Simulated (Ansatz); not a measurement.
TaW (rock salt, Fm-3m) at seven volumes, the program Ansatz at the r²SCAN level (PAW), scaled uniformly. One row is withheld.

```tsv
V (Å³/atom)	P (GPa)
17.362	21.34
17.935	13.13
18.507	6.07
19.079	0.00
19.652	-5.22
20.224	?
20.797	-13.61
```

**Question.** Fit the shown pressures and predict the withheld one.

**Answer.** Third-order Birch–Murnaghan: P = (3/2)B₀(x^(7/2) − x^(5/2))[1 + (3/4)(B′ − 4)(x − 1)] with x = (V₀/V)^(2/3). Least squares on the six rows gives V₀ = 19.080 Å³/atom, B₀ = 187.5 GPa, B′ = 3.98. At V = 20.224, x = 0.9619 and P = -9.72 GPa. The run itself gave -9.73 GPa.

The start of the workflow was typed in or built on a structure type; neither database checked (COD, Materials Project) lists it. Whether it is the stable phase at ambient conditions was not checked. The cell was relaxed with r²SCAN under the symmetry of its start. At this level the phase is mechanically unstable. No spin polarisation was allowed. Its formation energy is positive at this level, so the cell may be metastable or incomplete. Spin–orbit coupling is left out wherever it is not named.

Potentials: the earlier of the program's two PAW sets.
